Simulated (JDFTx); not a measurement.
| Quantity | Result |
|---|---|
| surface | TiAl(001), Ti outermost, slab composition Ti2Al |
| bulk | TiAl, P4/mmm, lattice of mp-1953 (not re-optimised) |
| slab | 3 atoms in 3 planes, 1x1, 3.9 Å between the outermost planes |
| in-plane cell | 2.811 × 2.811 Å, 7.90 Å² |
| cell height | 20.1 Å |
| sampling | 8×8×1 k mesh, Fermi smearing 0.01 Ha, no spin polarisation |

Whether this polymorph is the ambient one wasn't checked. Neither spin polarisation nor a larger cell was tried.

All numbers are PBE, GBRV ultrasoft potentials, plane waves to 20/100 Ha results from JDFTx (a modified build), not measurements. Liquid: CANDLE, acetonitrile, 1 M NaF. The neutral cell holds 27 valence electrons and has two faces of 7.900 Å² each. Last filling lines of the neutral and of a charged run (μ in hartree, zero in the bulk liquid):

```
FillingsUpdate:  mu: -0.146338114  nElectrons: 27.000000
FillingsUpdate:  mu: -0.157655000  nElectrons: 26.927298
```

A calculation by hand: both potentials, by the convention U = −μ/e − 4.44 V vs SHE, the surface charge density and the mean capacitance.

U_pzc = 0.14634 × 27.2114 − 4.44 = -0.46 V; U = 0.15765 × 27.2114 − 4.44 = -0.15 V. The cell has -0.0727 excess electrons, a net charge of 0.0727 e, shared by two faces: σ = 0.0727 e / (2 × 7.900 Å²) = 0.00460 e/Å² = 7.4 μC/cm² (1 e/Å² = 1602.18 μC/cm²). C = σ/(U − U_pzc) = 7.4/0.31 ≈ 24 μF/cm². In this non-aqueous liquid the SHE scale is nominal.
